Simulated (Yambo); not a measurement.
**How GW settings move the gap: BeTe**

G0W0@PBEsol for BeTe (zinc blende, space group F-43m, No. 216) in Yambo. Reference settings: 4×4×4 Γ-centred k mesh, bands 3 to 210 and a 10 Ry block in the screening, 210 bands in G with the Bruneval-Gonze terminator, plasmon pole fitted at 27.2 eV. The PBEsol gap Γ → X on this mesh is 1.54 eV; G0W0 gaps are taken between the same points.

```
change from the reference       G0W0 gap Γ → X (eV)  shift of the valence edge (eV)
------------------------------  -------------------  ------------------------------
reference settings                             2.96                           -1.22
134 bands in W, 134 bands in G                 2.94                           -1.14
134 bands in G                                 2.96                           -1.22
94 bands in W                                  2.93                           -1.07
1 Ry block                                     2.77                           -0.60
76 bands in G, no terminator                   2.83                           -0.77
```

The reference isn't shown to be the converged limit.

The standard potential for Te keeps a d shell in the valence without the s and p states of that shell. In tests on such compounds this moved G0W0 gaps by up to about 0.9 eV, so absolute quasiparticle energies here are unreliable; differences between settings are what counts.

Spin-orbit coupling is included.

Geometry relaxed with PBEsol; primitive cell a = 3.9646 Å, b = 3.9646 Å, c = 3.9646 Å, α = 60.00°, β = 60.00°, γ = 60.00°.

A shift is the quasiparticle energy of the state minus its PBEsol energy.
